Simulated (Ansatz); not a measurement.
## BP: computed property card

BP:
```cif
data_B4P4
_chemical_formula_sum 'P4 B4'
_space_group_name_H-M_alt 'Fm-3m'
_space_group_IT_number 225
_space_group_name_Hall '-F 4 2 3'
_cell_length_a 4.28860
_cell_length_b 4.28860
_cell_length_c 4.28860
_cell_angle_alpha 90.000
_cell_angle_beta 90.000
_cell_angle_gamma 90.000
loop_
_atom_site_label
_atom_site_type_symbol
_atom_site_symmetry_multiplicity
_atom_site_Wyckoff_symbol
_atom_site_fract_x
_atom_site_fract_y
_atom_site_fract_z
_atom_site_occupancy
P1 P 4 a 0.00000 0.00000 0.00000 1
B1 B 4 b 0.50000 0.50000 0.50000 1
```
(The calculation used a cell of 2 atoms; values per cell refer to that cell.)

Space group Fm-3m (No. 225), rock salt; conventional cell a = 4.2886 Å, b = 4.2886 Å, c = 4.2886 Å, α = 90.00°, β = 90.00°, γ = 90.00°.

Method: plane-wave PAW PBEsol (Ansatz code). Structure relaxed to zero pressure with the same functional. Other levels are named where they apply.

### Cell and energy

```
Item                                                          Value
-----------------------------------------------------  ------------
Volume per atom                                             9.86 Å³
Density                                                  3.52 g/cm³
Formation energy from the elements (no fitted shifts)  0.54 eV/atom
```

### Electronic structure

```
Quantity                                                                    Result
------------------------------------  --------------------------------------------
Electronic character                                             metallic (no gap)
Density of states at the Fermi level  0.35 states/eV per atom (mean over ±0.08 eV)
```

### Mechanics

```
Item                                                                           Value
--------------------------------------------  --------------------------------------
Bulk modulus (Birch–Murnaghan fit)                                           174 GPa
Pressure derivative B′                                                           3.9
Elastic constants (relaxed ions, GPa)               C11 = 240, C12 = 137, C44 = 61.2
Mechanical stability                          stable (all eigenvalues of C positive)
Hill bulk and shear moduli                                          171 and 57.2 GPa
Young's modulus                                                              154 GPa
Poisson's ratio                                                                 0.35
Debye temperature from the elastic constants                                   629 K
```

### Phonons

```
Item                                            Value
-----------------------------  ----------------------
Highest zone-centre frequency                56 cm^-1
Zone-centre stability          no imaginary mode at Γ
```

The start of the workflow was typed in or built on a structure type; neither database checked (COD, Materials Project) lists it. It is not the phase usual at ambient conditions (space group No. 216). The PBEsol relaxation kept the symmetry of its start. Its formation energy is positive at this level, so the cell may be metastable or incomplete. As this level gives no gap, shear constants depend on the k-mesh and smearing (Fermi–Dirac, 0.1 eV here). As this level gives no gap, phonon frequencies hold no LO–TO term and depend on the k-mesh and smearing (Fermi–Dirac, 0.1 eV here). The references are the lowest solids computed at this level, not always the standard phases.

Potentials: the later of the program's two PAW sets.
